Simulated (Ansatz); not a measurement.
A distorted cell of Pd (fcc, Cu type):

```
CELL_PARAMETERS angstrom
      3.90836     0.00000     0.00000
      0.00000     3.90836     0.00000
      0.00000     0.00000     3.90836
ATOMIC_POSITIONS crystal
  Pd 0.00000 0.00000 0.00000
  Pd 0.50000 0.50000 0.00000
  Pd 0.50000 0.00000 0.50000
  Pd 0.00000 0.50000 0.42836
```

The numbers are results of r2SCAN (plane waves to 500 eV, PAW, scalar-relativistic; Ansatz, a program for electronic structure), not measurements. k mesh 10×10×10 (Γ-centred), Fermi-Dirac smearing 0.05 eV. E stands for the smeared free energy. Stress and pressure are positive under compression. With partly filled bands, energies and forces of such displacements shift with the k mesh and the smearing. Pd is run without spin polarisation. Pd was relaxed with its symmetry unable to fall.

Question: What forces act on the atoms (eV/Å, Cartesian)?

Answer: 
```json
[
 {"atom": "Pd1", "Fx": "0.000", "Fy": "0.000", "Fz": "-1.354"},
 {"atom": "Pd2", "Fx": "0.000", "Fy": "0.000", "Fz": "-1.354"},
 {"atom": "Pd3", "Fx": "0.000", "Fy": "0.000", "Fz": "0.038"},
 {"atom": "Pd4", "Fx": "0.000", "Fy": "0.000", "Fz": "2.671"}
]
```

Question: What is the stress tensor (GPa)?

Answer: 
```
    4.1      0.0      0.0
    0.0      4.1      0.0
    0.0      0.0      4.0
```
The pressure, a third of the trace, is 4.0 GPa.

Question: In it atom 4 sits (0.000, 0.000, -0.280) Å away from its relaxed site. What is its energy relative to the relaxed cell?

Answer: 363 meV/cell.

(For displaced atoms, the force is minus the slope of the energy, and its curvature is a force constant, which sets phonon frequencies.)
